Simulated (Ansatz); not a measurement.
# Notes on Ba3In2Se2O5

```yaml
crystal:
  lattice:
    - [0.00000, 4.17124, 0.00000]
    - [4.17124, 0.00000, 0.00000]
    - [2.08562, 2.08562, -12.27424]
  atoms:
    - { symbol: Ba, position: [0.50000, 0.50000, 0.00000] }
    - { symbol: Ba, position: [0.33860, 0.33860, 0.32280] }
    - { symbol: Ba, position: [0.66140, 0.66140, 0.67720] }
    - { symbol: In, position: [0.08220, 0.08220, 0.83560] }
    - { symbol: In, position: [0.91780, 0.91780, 0.16440] }
    - { symbol: Se, position: [0.20530, 0.20530, 0.58940] }
    - { symbol: Se, position: [0.79470, 0.79470, 0.41060] }
    - { symbol: O, position: [0.59400, 0.09400, 0.81200] }
    - { symbol: O, position: [0.09400, 0.59400, 0.81200] }
    - { symbol: O, position: [0.40600, 0.90600, 0.18800] }
    - { symbol: O, position: [0.90600, 0.40600, 0.18800] }
    - { symbol: O, position: [0.00000, 0.00000, 0.00000] }
```

Single point in Ansatz 0.2.0 with r2SCAN, no spin polarisation. Cutoff 500 eV, PAW datasets, 8×8×8 Γ-centred k mesh, fermi-dirac filling (width 0.1 eV).

Where is the largest force?

The largest is on In4 (and as large on other atoms): 1.05 eV/Å, components (0.00, 0.00, 1.05). It makes 180° with the line to a nearest neighbour, O12 at 2.02 Å, pointing away from it.

What happens at the Fermi level?

It is a metal, with about 7.8 states/eV a cell as the mean within 0.25 eV of the Fermi level, mostly Se p (72 %) and O p (21 %).

What does the stress say?

The pressure is 9.1 GPa (compression positive), so with the atoms held at these fractions the cell would first expand; the forces are large, so a full relaxation may end otherwise. The principal stresses 8.0, 9.6, 9.6 GPa differ, so its shape would change too.

What is the formation energy?

-1.95 eV an atom against the elements' usual phases (free molecules for gases, crystals otherwise, with no correction for O₂ or N₂), so it is bound against them; other compounds may still compete. Relaxing would lower it.

Origin: a known structure type with other elements, at an estimated volume, so it need not be a known compound. Caveats: many states at the Fermi level without spin polarisation, so a magnetic state may lie lower.
